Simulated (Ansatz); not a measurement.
Cell and atoms are relaxed with the symmetry kept. Start:

```cif
data_structure
_symmetry_space_group_name_H-M 'P6_3/mmc'
_symmetry_Int_Tables_number 194
_cell_length_a 2.9388
_cell_length_b 2.9388
_cell_length_c 10.4294
_cell_angle_alpha 90.000
_cell_angle_beta 90.000
_cell_angle_gamma 120.000
_cell_volume 78.01
loop_
_atom_site_label
_atom_site_type_symbol
_atom_site_symmetry_multiplicity
_atom_site_Wyckoff_symbol
_atom_site_fract_x
_atom_site_fract_y
_atom_site_fract_z
_atom_site_occupancy
B1 B 2 c 0.66667 0.33333 0.75000 1
Pt1 Pt 4 f 0.66667 0.33333 0.38366 1
```

Level of theory: Ansatz, DFT PBEsol, scalar-relativistic, plane waves, PAW.

Cutoff 420 eV; k points 15×15×4 on the computed 6-atom cell (Γ-centred); Gaussian smearing, width 0.10 eV; no spin polarisation.

**Question.** What does it relax to?

**Answer.** The volume falls by 0.46 Å³/atom to 12.54 Å³/atom, and the energy falls by 12.0 meV/atom. Final structure:
```cif
data_structure
_symmetry_space_group_name_H-M 'P6_3/mmc'
_symmetry_Int_Tables_number 194
_cell_length_a 2.8978
_cell_length_b 2.8978
_cell_length_c 10.3493
_cell_angle_alpha 90.000
_cell_angle_beta 90.000
_cell_angle_gamma 120.000
_cell_volume 75.26
loop_
_atom_site_label
_atom_site_type_symbol
_atom_site_symmetry_multiplicity
_atom_site_Wyckoff_symbol
_atom_site_fract_x
_atom_site_fract_y
_atom_site_fract_z
_atom_site_occupancy
B1 B 2 c 0.66667 0.33333 0.75000 1
Pt1 Pt 4 f 0.66667 0.33333 0.38455 1
```

Spin–orbit coupling is left out, which can shift energies with elements as heavy as these.